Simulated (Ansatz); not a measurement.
Two inputs for Ge with vanadium replacing Ge

Cell: a supercell of Ge (diamond type, Fd-3m) built from a COD entry, with all atoms left at the host's positions.

Space group F-43m (No. 216); a = 16.9735 Å.

| site | Wyckoff | site symmetry | x | y | z |
| --- | --- | --- | --- | --- | --- |
| V | 4a | -43m | 0.0000 | 0.0000 | 0.0000 |
| Ge2 | 48h | ..m | 0.1667 | 0.0000 | 0.1667 |
| Ge5 | 16e | .3m | 0.3333 | 0.8333 | 0.1667 |
| Ge9 | 16e | .3m | 0.6667 | 0.6667 | 0.3333 |
| Ge15 | 24f | 2.mm | 0.5000 | 0.6667 | 0.5000 |
| Ge28 | 16e | .3m | 0.0833 | 0.9167 | 0.0833 |
| Ge29 | 24g | 2.mm | 0.2500 | 0.9167 | 0.2500 |
| Ge33 | 48h | ..m | 0.5833 | 0.7500 | 0.4167 |
| Ge41 | 16e | .3m | 0.4167 | 0.5833 | 0.4167 |
| Ge54 | 4c | -43m | 0.7500 | 0.2500 | 0.7500 |

One atom of each set is listed; the run and its k-mesh use a cell of 54 atoms with edges of 12.00, 12.00, 12.00 Å.

Reference run. Computed with Ansatz: DFT, PBE, plane waves and PAW, scalar-relativistic, 420 eV cutoff, Γ-centred 2×2×2 k-points, Fermi–Dirac smearing 0.01 eV, cell charge +1.

(1) The input is changed as follows: `kpoints.mp_grid.shift`: not typed → [0.5, 0.5, 0.5]. What happens to V_zz (10²¹ V/m²) and η?

Answers

(1) 

| site | V_zz reference | η reference | V_zz changed | η changed |
| --- | --- | --- | --- | --- |
| V | 0.00 | – | 0.32 | 0.00 |
| Ge2 | 1.86 | 0.12 | 1.90 | 0.43 |
| Ge3 | 1.86 | 0.12 | 1.95 | 0.14 |
| Ge6 | 1.86 | 0.12 | 1.78 | 0.36 |
| Ge5 | 0.020 | 0.00 | 0.58 | 0.00 |
| Ge9 | -0.20 | 0.00 | 0.67 | 0.58 |
| Ge27 | -0.20 | 0.00 | 0.30 | 0.00 |
| Ge15 | -0.089 | 0.77 | 0.56 | 0.13 |
| Ge18 | -0.089 | 0.77 | 0.50 | 0.11 |
| Ge28 | -8.49 | 0.00 | -7.96 | 0.00 |
| Ge30 | -8.49 | 0.00 | -8.63 | 0.09 |
| Ge29 | 1.28 | 0.30 | 1.33 | 0.23 |
| Ge32 | 1.28 | 0.30 | -1.09 | 0.97 |
| Ge33 | 0.20 | 0.95 | 0.54 | 0.09 |
| Ge36 | 0.20 | 0.95 | 0.61 | 0.77 |
| Ge45 | 0.20 | 0.95 | 0.43 | 0.28 |
| Ge42 | -0.008 | 0.00 | 0.49 | 0.00 |

The largest change of V_zz along a kept axis is on Ge18, from -0.089 to 0.50. In per cent, |V_zz| changes by -6 to +2 on Ge (all sites that start above 2). Where |V_zz| stays above 0.1 and the axes keep their order, η moves most on Ge45, from 0.95 to 0.28. On Ge3, Ge2, Ge29 V_xx and V_yy change places (or their axes turn by over 50°), so the two values of η hide a larger change. V_zz changes sign on Ge27 (same axis), Ge18 (axis turned by 33°). On Ge32, Ge36, Ge33, Ge9, Ge15, Ge5, Ge42 the largest principal value lies along another axis in the second run, so the two V_zz can't be compared directly. The table leaves out 3 of the 20 sites, with |V_zz| up to 0.58; their tensors move by 0.59 at most along any direction. The statements above cover all sites. That the mesh alone moves the values this far shows that they aren't yet converged in k-points. Symmetry makes η zero on Ge9, Ge30; the changed mesh lacks the crystal's symmetry, and the η that it gives there is an artefact. SCF iterations: 13 and 16. New warnings: symmetry narrowed by mesh.

On the reference run: The run isn't spin-polarised, and a state with spin may lie lower. The defect repeats with the cell of 54 atoms, so it feels its images: sites between two images don't show the values beside a lone defect, and zeros or small values of η there can come from the images' arrangement. A uniform background compensates the cell's charge. The defect cell has no gap above 0.1 eV on its mesh, so the values can hang on the smearing and the k-mesh. The neighbours have not yet relaxed around the defect (largest force 0.29 eV/Å), so a real crystal will differ.
